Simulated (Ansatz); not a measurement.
BP (zinc blende)

```
BP
1.0
    0.00000     2.26828     2.26828
    2.26828     0.00000     2.26828
    2.26828     2.26828     0.00000
P B
1 1
Direct
  0.75000   0.75000   0.75000
  0.00000   0.00000   0.00000
```

The slice is a {100} plane (indices of the conventional cell) through the point (0.750, 0.750, 0.750) (fractional), spanned by u = [100] and v = [0 1 -1] in vectors of this cell: u (3.21 Å) and v (3.21 Å, at 90° to u). It covers one period; positions are fractions (u, v).

These are r2SCAN (plane waves to 500 eV, PAW, scalar-relativistic; Ansatz, a program for electronic structure) values and carry that method's errors. k mesh 12×12×12. Near the nuclei the fields are pseudised (PAW); where an atom keeps semicore shells as valence, they peak there. BP was relaxed with its symmetry unable to fall.

Problem. Predict the map of the valence electron density on the slice.

Solution. 
```
|.:=*%@@@@@%%###***###%%@@@@@%*=:|
|==*#%@@@@@%%###***###%%@@@@@%#*=|
|**#%@@@@@@%%##*****##%%@@@@@@%#*|
|%%%@@@@@@%%##*******##%%@@@@@@%%|
|@@@@@@@@%%##***+++***##%%@@@@@@@|
|@@@@@@@%%##**+++++++**##%%@@@@@@|
|@@@@@@%%##**+++===+++**##%%@@@@@|
|@@@@@%%##**++=======++**##%%@@@@|
|@@@@%%##**++==-----==++**##%%@@@|
|@%%%%##**++==---:---==++**##%%%%|
|%%%%##**++==--:::::--==++**##%%%|
|#####**++==-:::...:::-==++**####|
|####**++==--::.....::--==++**###|
|###***++=--::.......::--=++***##|
|*****++==--:...   ...:--==++****|
|*****++==-::...   ...::-==++****|
|*****++==--:...   ...:--==++****|
|###***++=--::.......::--=++***##|
|####**++==--::.....::--==++**###|
|#####**++==-:::...:::-==++**####|
|%%%%##**++==--:::::--==++**##%%%|
|@%%%%##**++==---:---==++**##%%%%|
|@@@@%%##**++==-----==++**##%%@@@|
|@@@@@%%##**++=======++**##%%@@@@|
|@@@@@@%%##**+++===+++**##%%@@@@@|
|@@@@@@@%%##**+++++++**##%%@@@@@@|
|@@@@@@@@%%##***+++***##%%@@@@@@@|
|%%%@@@@@@%%##*******##%%@@@@@@%%|
|**#%@@@@@@%%##*****##%%@@@@@@%#*|
|==*#%@@@@@%%###***###%%@@@@@%#*=|
|.:=*%@@@@@%%###***###%%@@@@@%*=:|
| .=*%@@@@@@%###***###%@@@@@@%*=.|
```
Scale: ten equal steps from -1.54 (start of ' ') to -0.14 (end of '@'), in the order ' .:-=+*#%@'. Values: log₁₀ of the valence density in e/Å³. The map has 32 points along u (one character each, u = 0 at the left) and 32 along v (v = 0 in the bottom row). The scale is logarithmic, as a density can span decades between atoms and voids.
